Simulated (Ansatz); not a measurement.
Relaxed-ion elastic tensor of SrNiF$_{6}$ in space group R-3m (No. 166; Sr on 3b, Ni on 3a, F on 18h) in GPa (Voigt order), the program Ansatz at the LDA level (PAW); density 4.80 g/cm³, 11.27 Å³ per atom.

|  | 1 | 2 | 3 | 4 | 5 | 6 |
|---|---|---|---|---|---|---|
| 1 | 118 | 62.3 | 48.1 | -0.1 | 0.0 | 0.0 |
| 2 | 62.3 | 118 | 48.1 | 0.1 | 0.0 | 0.0 |
| 3 | 48.1 | 48.1 | 182 | 0.0 | 0.0 | 0.0 |
| 4 | -0.1 | 0.1 | 0.0 | 31.9 | 0.0 | 0.0 |
| 5 | 0.0 | 0.0 | 0.0 | 0.0 | 31.9 | -0.1 |
| 6 | 0.0 | 0.0 | 0.0 | 0.0 | -0.1 | 27.7 |

**Question.** Is the crystal mechanically stable?

**Answer.** Yes: the smallest eigenvalue of C is 27.7 GPa.

**Question.** Work out the Voigt, Reuss and Hill averages.

**Answer.** K_V = 81.6, K_R = 80.0, K_H = 80.8; G_V = 35.6, G_R = 32.8, G_H = 34.2 GPa.

**Question.** Give Young's modulus, Poisson's ratio, Pugh's ratio and the universal anisotropy index.

**Answer.** E = 9KG/(3K + G) = 89.9 GPa; ν = 0.31; K/G = 2.36 (ductile by the Pugh limit of 1.75); A_U = 5G_V/G_R + K_V/K_R − 6 = 0.44.

**Question.** Estimate the sound speeds and the Debye temperature.

**Answer.** v_l = √((K + 4G/3)/ρ) = 5140 m/s, v_t = √(G/ρ) = 2670 m/s, mean 2990 m/s; Θ = (h/k)(3n/4πV)^(1/3) v_m = 397 K.

**Question.** Solve the Christoffel equation for the three sound speeds along x, y, z.

**Answer.** Eigenvalues of C_ijkl n_j n_l equal ρv². In km/s, slowest first: x 2.40, 2.58, 4.95; y 2.40, 2.58, 4.95; z 2.58, 2.58, 6.16.

**Question.** How much does each axis shrink under pressure?

**Answer.** Linear compressibilities β_i = Σ_j S_ij (j = 1 to 3): x 4.8, y 4.8, z 3.0 per TPa.

The first step of the workflow began from a Materials Project structure, measured or hypothetical; the Crystallography Open Database files this formula in space group No. 166, but the cells were not matched. Whether it is the stable phase at ambient conditions was not checked. The cell was relaxed with LDA under the symmetry of its start. At this level the phase is dynamically unstable (imaginary phonons). The run is not spin-polarised. No Hubbard U is applied.

Potentials: the later of the program's two PAW sets.
